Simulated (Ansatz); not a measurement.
# Sr2BeCl6 (Fm-3m) at 2 levels of theory

One geometry, relaxed with PBE; plane waves with PAW potentials in Ansatz, scalar-relativistic. No spin polarisation. Gaps are the least over mesh and band path; pressure is positive in compression.

```cif
data_structure
_symmetry_space_group_name_H-M 'P 1'
_symmetry_Int_Tables_number 1
_cell_length_a 6.5936
_cell_length_b 6.5936
_cell_length_c 6.5936
_cell_angle_alpha 60.000
_cell_angle_beta 60.000
_cell_angle_gamma 60.000
_cell_volume 202.70
loop_
_atom_site_label
_atom_site_type_symbol
_atom_site_fract_x
_atom_site_fract_y
_atom_site_fract_z
_atom_site_occupancy
Sr1 Sr 0.25000 0.25000 0.25000 1
Sr2 Sr 0.75000 0.75000 0.75000 1
Be1 Be 0.00000 0.00000 0.00000 1
Cl1 Cl 0.75876 0.24124 0.24124 1
Cl2 Cl 0.24124 0.75876 0.75876 1
Cl3 Cl 0.24124 0.75876 0.24124 1
Cl4 Cl 0.75876 0.24124 0.75876 1
Cl5 Cl 0.24124 0.24124 0.75876 1
Cl6 Cl 0.75876 0.75876 0.24124 1
```

| level | cutoff (eV) | k mesh | gap (eV) | pressure (GPa) |
| --- | --- | --- | --- | --- |
| PBE | 420 | 4×4×4 | 4.28 | 0.0 |

What comes out on the same cell with LDA?

```csv
level,cutoff (eV),k mesh,gap (eV),pressure (GPa)
LDA,420,4×4×4,3.90,-4.5
```

The structure comes from a generated guess; another structure or a mixture of phases may lie lower.
